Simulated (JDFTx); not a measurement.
Part of a log of JDFTx (a modified build) for diboron tetrafluoride, B2F4 (SMILES FB(F)B(F)F), charge 0, multiplicity 1 (PBE, GBRV ultrasoft potentials, plane waves to 20/100 Ha):

```
unit cell volume = 6207.1
Chosen fftbox size, S = [  96  80  80  ]
unit cell volume = 6207.1
Chosen fftbox size, S = [  84  72  72  ]
  'F' pseudopotential, 'SLA  PW   PBX  PBC' functional
  7 valence electrons, 2 orbitals, 4 projectors, 799 radial grid points, with lMax = 1
  'B' pseudopotential, 'SLA  PW   PBX  PBC' functional
  3 valence electrons, 2 orbitals, 4 projectors, 781 radial grid points, with lMax = 1
Initialized 2 species with 6 total atoms.
Folded 1 k-points by 1x1x1 to 1 k-points.
nElectrons:  34.000000   nBands: 17   nStates: 1
average nbasis = 26525.000 , ideal nbasis = 26517.191
Correction to mu due to finite nuclear width = -0.00543488
   Cavity determined by nc: 8.36e-05 and sigma: 0.6
   Effective cavity tension: -8.03e-06 Eh/bohr^2 to account for cavitation and dispersion.
[...]
	Linear fluid (dielectric constant: 7.2) occupying 0.827557 of unit cell:	Completed after 9 iterations
[... later lines of the fluid solver are left out ...]
ElecMinimize: Iter:   0  Etot: -103.143231280537577  |grad|_K:  1.900e-05  alpha:  1.000e+00
ElecMinimize: Iter:   1  Etot: -103.143350675725287  |grad|_K:  1.089e-05  alpha:  7.332e-01  linmin:  2.369e-04
ElecMinimize: Iter:   2  Etot: -103.143390848213997  |grad|_K:  6.476e-06  alpha:  7.518e-01  linmin:  2.697e-05
ElecMinimize: Iter:   3  Etot: -103.143400303594291  |grad|_K:  3.449e-06  alpha:  5.001e-01  linmin:  2.132e-05
ElecMinimize: Iter:   4  Etot: -103.143404068176238  |grad|_K:  1.719e-06  alpha:  7.019e-01  linmin:  3.981e-04
ElecMinimize: Iter:   5  Etot: -103.143405062547671  |grad|_K:  9.065e-07  alpha:  7.465e-01  linmin: -1.137e-03
ElecMinimize: Iter:   6  Etot: -103.143405328996849  |grad|_K:  4.814e-07  alpha:  7.183e-01  linmin:  1.825e-03
ElecMinimize: Iter:   7  Etot: -103.143405406547004  |grad|_K:  2.470e-07  alpha:  7.431e-01  linmin: -3.321e-03
ElecMinimize: Iter:   8  Etot: -103.143405428819165  |grad|_K:  1.332e-07  alpha:  8.072e-01  linmin: -2.648e-03
ElecMinimize: Converged (|Delta Etot|<1.000000e-07 for 2 iters).

# Energy components:
   A_diel =       -0.0069667412936667
   Eewald =       21.1264819549537926
       EH =      110.5196722881907760
     Eloc =     -267.8015498036468216
      Enl =       14.6143226029154789
      Exc =      -21.6252445083189180
 Exc_core =        0.6845718709826553
       KE =       39.3453069073975357
-------------------------------------
     Etot =     -103.1434054288191646
```

Q: Which solvation model was used?
(A) SCCS (cation parameters)
(B) linear PCM without cavity terms (LA12)
(C) soft-sphere model
(D) linear PCM (GLSSA13)

A: D, linear PCM (GLSSA13). The liquid was glyme (dielectric constant 7.2), no salt.
